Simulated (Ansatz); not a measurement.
## Property card for ZrGeSe

ZrGeSe:
```yaml
crystal:
  lattice:
    - [3.65712, 0.00000, 0.00000]
    - [0.00000, 3.65712, 0.00000]
    - [0.00000, 0.00000, 8.18639]
  atoms:
    - { symbol: Zr, position: [0.00000, 0.50000, 0.73658] }
    - { symbol: Zr, position: [0.50000, 0.00000, 0.26342] }
    - { symbol: Ge, position: [0.00000, 0.00000, 0.00000] }
    - { symbol: Ge, position: [0.50000, 0.50000, 0.00000] }
    - { symbol: Se, position: [0.50000, 0.00000, 0.61994] }
    - { symbol: Se, position: [0.00000, 0.50000, 0.38006] }
```

Space group P4/nmm (No. 129); conventional cell a = b = 3.657 Å, c = 8.186 Å, α = β = γ = 90.00°.

Method: the program Ansatz at the LDA level (PAW). Structure relaxed to zero pressure with the same functional. Other levels are named where they apply.

Cell and energy:

```
Item                                                           Value
-----------------------------------------------------  -------------
Volume per atom                                             18.25 Å³
Density                                                   7.37 g/cm³
Formation energy from the elements (no fitted shifts)  -1.16 eV/atom
```

Electronic structure:

```
Property                                                                    Result
------------------------------------  --------------------------------------------
Electronic character                                             metallic (no gap)
Density of states at the Fermi level  0.09 states/eV per atom (mean over ±0.08 eV)
```

Mechanics:

```
Quantity                             Result
----------------------------------  -------
Bulk modulus (Birch–Murnaghan fit)  123 GPa
Pressure derivative B′                  4.9
```

Phonons:

```
Property                                        Value
-----------------------------  ----------------------
Highest zone-centre frequency                256 cm⁻¹
Zone-centre stability          no imaginary mode at Γ
```

The first step of the workflow began from a Materials Project structure, measured or hypothetical; the Crystallography Open Database files this formula in space group No. 129, but the cells were not matched. Whether it is the stable phase at ambient conditions was not checked. The cell was relaxed with LDA under the symmetry of its start. No spin polarisation was allowed. As this level gives no gap, phonon frequencies hold no LO–TO term and depend on the k-mesh and smearing (Fermi–Dirac, 0.1 eV here). The references are the lowest solids computed at this level, not always the standard phases. Scalar-relativistic: spin–orbit coupling is off unless named, which matters more the heavier the elements.

Potentials: the later of the program's two PAW sets.
